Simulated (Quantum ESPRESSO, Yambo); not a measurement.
At a photon energy of 9.38 eV, RPA with local fields on PBEsol bands shifted by a G0W0 scissor of 2.73 eV (Quantum ESPRESSO and Yambo; 4×4×4 mesh, 131 bands, 3 Ry local-field block, 0.2 eV broadening) gives ε = 3.94 + 1.89i for AlCl₃ (space group C2/m, No. 12), field along x. Axes are Cartesian, with cell vectors (Å) (2.97, -5.14, 0.00), (2.97, 5.14, 0.00), (-1.92, 0.00, 5.88).

**Question.** Work out n, κ, the normal-incidence reflectivity, the absorption coefficient and the penetration depth.

**Answer.** 
|ε| = 4.37; n = √((|ε| + ε1)/2) = 2.04, κ = √((|ε| − ε1)/2) = 0.46. R = ((n − 1)² + κ²)/((n + 1)² + κ²) = 0.14. α = 2Eκ/(ħc) with ħc = 197.327 eV nm: 0.0441 per nm = 4.4 × 10⁵ per cm, a 1/e depth of 23 nm. The computed direct gap is 7.86 eV, and the energy scale of the real crystal may differ from it. Excitonic effects are left out, and values at one energy depend on mesh and broadening. The scissor comes from a G0W0 run whose convergence isn't established. Convergence of the RPA response with its 4×4×4 mesh was not tested.

Geometry relaxed with PBE+D3(BJ); primitive cell a = 5.936 Å, b = 5.936 Å, c = 6.183 Å, α = 98.93°, β = 98.93°, γ = 119.97°.
